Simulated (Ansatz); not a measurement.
Hf (hcp, Mg type)

```xyz
2
Lattice="3.2041 0.0000 0.0000 -1.6021 2.7749 0.0000 0.0000 0.0000 5.0689" Properties=species:S:1:pos:R:3 pbc="T T T"
Hf     0.0000     1.8499     3.8017
Hf     1.6021     0.9250     1.2672
```

The relaxed cell is deformed in two ways at once: its volume V is scaled, and at that volume it is stretched along z (the c axis of the conventional cell) so that c/a changes. Fractional atomic positions are held.

All values below come from PBE (plane waves to 420 eV, PAW, scalar-relativistic; Ansatz, a quantum-chemistry and plane-wave program). k mesh 17×17×9 (Γ-centred), Fermi-Dirac smearing 0.05 eV. Compression counts positive. With partly filled bands, the response to shear is sensitive to the k mesh, so small differences along c/a are uncertain. Hf is run without spin polarisation. Hf was relaxed with its symmetry unable to fall. Spin-orbit coupling is left out, though Hf is heavy. The PAW data are Ansatz's earlier set.

At one point of the scan the stress tensor (GPa) is:

```
    0.3      0.0      0.0
    0.0      0.3      0.0
    0.0      0.0    -11.9
```

Which point is it?
(A) V/V₀ = 1.000, (c/a)/(c/a)₀ = 1.080
(B) V/V₀ = 1.040, (c/a)/(c/a)₀ = 1.120
(C) V/V₀ = 1.027, (c/a)/(c/a)₀ = 1.120
(D) V/V₀ = 1.013, (c/a)/(c/a)₀ = 1.040

B, V/V₀ = 1.040, (c/a)/(c/a)₀ = 1.120

(A scan under strain: stresses follow from slopes of the energy per volume, elastic moduli from its curvatures.)
